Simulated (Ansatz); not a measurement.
Sc2AlC:
```yaml
crystal:
  lattice:
    - [3.25899, 0.00000, 0.00000]
    - [-1.62950, 2.82237, 0.00000]
    - [0.00000, 0.00000, 14.93990]
  atoms:
    - { symbol: Sc, position: [0.66667, 0.33333, 0.91741] }
    - { symbol: Sc, position: [0.33333, 0.66667, 0.08259] }
    - { symbol: Sc, position: [0.33333, 0.66667, 0.41741] }
    - { symbol: Sc, position: [0.66667, 0.33333, 0.58259] }
    - { symbol: Al, position: [0.33333, 0.66667, 0.75000] }
    - { symbol: Al, position: [0.66667, 0.33333, 0.25000] }
    - { symbol: C, position: [0.00000, 0.00000, 0.00000] }
    - { symbol: C, position: [0.00000, 0.00000, 0.50000] }
```

Relaxed with PBEsol. Special points in fractions of this cell's reciprocal vectors: Γ (0.000, 0.000, 0.000); M (0.500, 0.000, 0.000); K (0.333, 0.333, 0.000); A (0.000, 0.000, 0.500); L (0.500, 0.000, 0.500); H (0.333, 0.333, 0.500).

Problem. List the band energies nearest the Fermi level at these points for PBEsol in the plane-wave PAW code Ansatz.

Solution. In eV from the Fermi level; about four levels below and three above (degenerate sets whole), none deeper than 8.9 eV; points with the same levels are listed once.

```json
[
 {"k": "Γ", "below": "-0.93 -0.93 -0.93 -0.93 -0.79", "above": "1.41 1.97 2.31 2.31"},
 {"k": "M", "below": "-1.01 -1.00 -0.19 -0.08", "above": "0.06 0.10 2.35"},
 {"k": "K", "below": "-1.08 -0.67 -0.67 -0.48", "above": "0.07 0.07 0.95"},
 {"k": "A", "below": "-0.93 -0.93 -0.93 -0.93", "above": "1.73 1.73 2.32 2.32 2.32 2.32"},
 {"k": "L", "below": "-1.00 -1.00 -0.14 -0.14", "above": "0.09 0.09 2.62 2.62"},
 {"k": "H", "below": "-0.78 -0.78 -0.68 -0.68", "above": "0.08 0.08 1.40 1.40"}
]
```

Space group P6_3/mmc. The workflow started from a Materials Project entry (that database holds measured and hypothetical structures alike); the Crystallography Open Database copy checked does not list it. Whether it is the stable phase at ambient conditions was not checked. Symmetry was held in the PBEsol relaxation; of distortions, only those at the zone centre were tested. The run is not spin-polarised.

Potentials: the later of the program's two PAW sets.
